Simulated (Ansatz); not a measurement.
K$_{2}$LiRhF$_{6}$:
```xyz
10
Lattice="0.0000 4.0100 4.0100 4.0100 0.0000 4.0100 4.0100 4.0100 0.0000" Properties=species:S:1:pos:R:3 pbc="T T T"
K      6.0150     6.0150     6.0150
K      2.0050     2.0050     2.0050
Li     4.0100     4.0100     4.0100
Rh     0.0000     0.0000     0.0000
F      1.9835     4.0100     4.0100
F      6.0364     4.0100     4.0100
F      4.0100     1.9835     4.0100
F      4.0100     6.0364     4.0100
F      4.0100     4.0100     1.9835
F      4.0100     4.0100     6.0364
```

DFT-r²SCAN in the program Ansatz with PAW potentials gives a gap of 2.56 eV without spin–orbit coupling, maximum at X, minimum at X.

Problem. What happens when spin–orbit coupling is switched on?

Solution. The gap decreases by 0.09 eV, to 2.47 eV; maximum at X, minimum at X.

Problem. Give the electron effective mass with spin–orbit coupling.

Solution. 2.7, 2.7, 3.2 mₑ (principal values).

Problem. Give the hole effective mass with spin–orbit coupling.

Solution. 3.9, 7.9, 7.9 mₑ (principal values).

Space group Fm-3m. The workflow started from a Materials Project entry (that database holds measured and hypothetical structures alike); the Crystallography Open Database copy checked does not list it. Whether it is the stable phase at ambient conditions was not checked. The cell was relaxed with r²SCAN under the symmetry of its start; whether a distortion lowers the energy is not shown. No spin polarisation was allowed.

Potentials: the later of the program's two PAW sets.
